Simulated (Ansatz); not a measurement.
Total density of states per atom from plane-wave PAW PBE (Ansatz code), in 0.25 eV bins, energy from the valence-band maximum:

| E (eV) | states/eV/atom |
|---|---|
| -7.87 | 0.00 |
| -7.62 | 0.00 |
| -7.37 | 0.00 |
| -7.12 | 0.00 |
| -6.87 | 0.00 |
| -6.62 | 0.04 |
| -6.37 | 0.49 |
| -6.12 | 0.34 |
| -5.87 | 0.48 |
| -5.62 | 0.86 |
| -5.37 | 1.01 |
| -5.12 | 0.71 |
| -4.87 | 0.80 |
| -4.62 | 0.76 |
| -4.37 | 0.88 |
| -4.12 | 0.76 |
| -3.87 | 0.66 |
| -3.62 | 0.96 |
| -3.37 | 0.86 |
| -3.12 | 0.81 |
| -2.87 | 1.22 |
| -2.62 | 0.88 |
| -2.37 | 0.40 |
| -2.12 | 0.70 |
| -1.87 | 0.79 |
| -1.62 | 1.34 |
| -1.37 | 0.78 |
| -1.12 | 0.52 |
| -0.87 | 0.27 |
| -0.62 | 0.22 |
| -0.37 | 0.64 |
| -0.12 | 0.22 |
| 0.13 | 0.00 |
| 0.38 | 0.00 |
| 0.63 | 0.00 |
| 0.88 | 0.05 |
| 1.13 | 1.57 |
| 1.38 | 0.79 |
| 1.63 | 0.13 |
| 1.88 | 0.45 |
| 2.13 | 0.38 |
| 2.38 | 0.49 |
| 2.63 | 0.37 |
| 2.88 | 0.21 |
| 3.13 | 0.28 |
| 3.38 | 0.32 |
| 3.63 | 0.34 |
| 3.88 | 0.43 |
| 4.13 | 0.65 |
| 4.38 | 0.61 |
| 4.63 | 0.40 |
| 4.88 | 0.46 |
| 5.13 | 0.28 |
| 5.38 | 0.24 |
| 5.63 | 0.21 |

### Question
Which of these materials gives this?
A) FeBiO3, Amm2 (Bi on 2b, Fe on 2a, O on 2b, O on 4d)
B) LiNbO3, R3c (Li on 6a, Nb on 6a, O on 18b)
C) MgTi3N3O, P4/mmm (Pearson symbol tP8)
D) ZrO2, P4_2/nmc (Zr on 2a, O on 4d)

### Answer
A, FeBiO3, Amm2 (Bi on 2b, Fe on 2a, O on 2b, O on 4d). Top 1 eV of the valence band: O 2p 51 %, Fe 3d 43 %. Bottom 1 eV of the conduction band: Fe 3d 76 %, O 2p 16 %. Projections are on Löwdin-orthogonalised atomic valence shells; empty p or d shells of many metals are not among them.

The start of the workflow was typed in or built on a structure type; neither database checked (COD, Materials Project) lists it. It is not the phase usual at ambient conditions (space group No. 161). Symmetry was held in the PBE relaxation, as lowered by the spin order; its stability against distortions is not shown here. Spin order of the final state: antiferromagnetic, chosen from 5 collinear starts compared on coarse meshes (ties went to the first, and starts can fall back to one state), not a proven ground state. No Hubbard U is applied. Spin–orbit coupling is left out wherever it is not named.

Potentials: the earlier of the program's two PAW sets.
